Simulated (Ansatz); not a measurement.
## Relaxation of MgW

Method: DFT PBEsol, scalar-relativistic, plane waves, PAW (Ansatz 0.2.0). Settings: 420 eV cutoff, 16×12×12 k-mesh, Gaussian smearing of 0.10 eV, no spin polarisation.

What was changed: biaxial strain in the a-b plane, c and atoms relaxed: +1.0 %.

Spin–orbit coupling is left out, which can shift energies with elements as heavy as these.

Command:

```bash
ansatz run input.yaml --threads 1 --pin off --max-ram 2560MiB --backend cpu --events-out ev --progress --plain --runs-dir out
```

Input:

```yaml
crystal:
  lattice:
    - [3.3684222039, 0.0, 0.0]
    - [0.0, 4.2831730673, 0.0]
    - [0.0, 0.0, 4.6751187191]
  atoms:
    - { symbol: Mg, position: [0.5, 0.0, 0.5] }
    - { symbol: Mg, position: [0.0, 0.5, 0.5] }
    - { symbol: W, position: [0.5, 0.5, 0.0] }
    - { symbol: W, position: [0.0, 0.0, 0.0] }
basis:
  ecutwfc: 420
kpoints:
  mp_grid: { grid: [16, 12, 12] }
hamiltonian:
  xc: pbesol
scf:
  occupations: { method: gaussian, width: 0.1 }
output:
  forces: true
  stress: true
  eigenvalues: true
relax:
  adjacent_minimum: "off"
  f_tol: 0.008
  max_steps: 40
  cell: { stress_tol: 0.015, fix: [a, b, gamma] }
```

F is the free energy. Steps run on the plane waves of an earlier cell, but the last one, and at times one on the way, on a freshly chosen basis, so a repeated geometry can differ a little in energy. The held parts of the cell keep their stress, so P needn't end at zero.

Steps:

```
step F − F(1) (eV) largest force component (eV/Å) V (Å³/atom) P (GPa)
   1         0.0000                           0.000       16.863    -2.44
   2         0.0002                           0.000       16.936    -2.95
   3        -0.0001                           0.000       16.892    -2.65
   4        -0.0002                           0.000       16.892    -2.65
```

Relaxed structure:

```cif
data_structure
_symmetry_space_group_name_H-M 'P 1'
_symmetry_Int_Tables_number 1
_cell_length_a 3.3684
_cell_length_b 4.2832
_cell_length_c 4.6834
_cell_angle_alpha 90.000
_cell_angle_beta 90.000
_cell_angle_gamma 90.000
_cell_volume 67.57
loop_
_atom_site_label
_atom_site_type_symbol
_atom_site_fract_x
_atom_site_fract_y
_atom_site_fract_z
_atom_site_occupancy
Mg1 Mg 0.50000 0.00000 0.50000 1
Mg2 Mg 0.00000 0.50000 0.50000 1
W1 W 0.50000 0.50000 0.00000 1
W2 W 0.00000 0.00000 0.00000 1
```

It takes space group Cmmm (No. 65, orthorhombic). Conventional cell: a = 3.368 Å, b = 4.283 Å, c = 4.683 Å, α = 90.00°, β = 90.00°, γ = 90.00°. Around Mg (site symmetry mmm) lie 4 Mg at 2.72 Å and 4 W at 2.88 Å. W (site symmetry mmm) is surrounded by 4 W at 2.72 Å and 4 Mg at 2.88 Å.

The run converged. It took 2.7 min on 1 thread of Arm Neoverse V1, on a shared host, peak memory 0.82 GiB.